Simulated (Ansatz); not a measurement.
Relaxed-ion elastic tensor of CoSn in space group P6/mmm (No. 191; Co on 3f, Sn on 2d, Sn on 1a) in GPa (Voigt order), plane-wave PAW LDA (Ansatz code); density 9.26 g/cm³, 15.93 Å³ per atom.

```
      1     2     3     4     5     6
-  ----  ----  ----  ----  ----  ----
1   266   121  84.9   0.0   0.0   0.0
2   121   266  84.9   0.0   0.0   0.0
3  84.9  84.9   303   0.0   0.0   0.0
4   0.0   0.0   0.0  83.0   0.0   0.0
5   0.0   0.0   0.0   0.0  83.0   0.0
6   0.0   0.0   0.0   0.0   0.0  72.6
```

**Question.** Is the crystal mechanically stable?

**Answer.** Yes: the smallest eigenvalue of C is 72.6 GPa.

**Question.** Work out the Voigt, Reuss and Hill averages.

**Answer.** K_V = 158, K_R = 158, K_H = 158; G_V = 84.0, G_R = 82.2, G_H = 83.1 GPa.

**Question.** Give Young's modulus, Poisson's ratio, Pugh's ratio and the universal anisotropy index.

**Answer.** E = 9KG/(3K + G) = 212 GPa; ν = 0.28; K/G = 1.89 (ductile by the Pugh limit of 1.75); A_U = 5G_V/G_R + K_V/K_R − 6 = 0.11.

**Question.** Estimate the sound speeds and the Debye temperature.

**Answer.** v_l = √((K + 4G/3)/ρ) = 5380 m/s, v_t = √(G/ρ) = 3000 m/s, mean 3340 m/s; Θ = (h/k)(3n/4πV)^(1/3) v_m = 395 K.

**Question.** Solve the Christoffel equation for the three sound speeds along x, y, z.

**Answer.** Eigenvalues of C_ijkl n_j n_l equal ρv². In km/s, slowest first: x 2.80, 2.99, 5.36; y 2.80, 2.99, 5.36; z 2.99, 2.99, 5.72.

**Question.** How much does each axis shrink under pressure?

**Answer.** Linear compressibilities β_i = Σ_j S_ij (j = 1 to 3): x 2.1, y 2.1, z 2.1 per TPa.

Symmetry was held in the LDA relaxation; of distortions, only those at the zone centre were tested. No spin polarisation was allowed. As this level gives no gap, shear constants depend on the k-mesh and smearing (Fermi–Dirac, 0.1 eV here). On the denser mesh and wider smearing of the elastic run this cell carries a stress of 0.6 GPa. Scalar-relativistic: spin–orbit coupling is off unless named, which matters more the heavier the elements.

Potentials: the later of the program's two PAW sets.
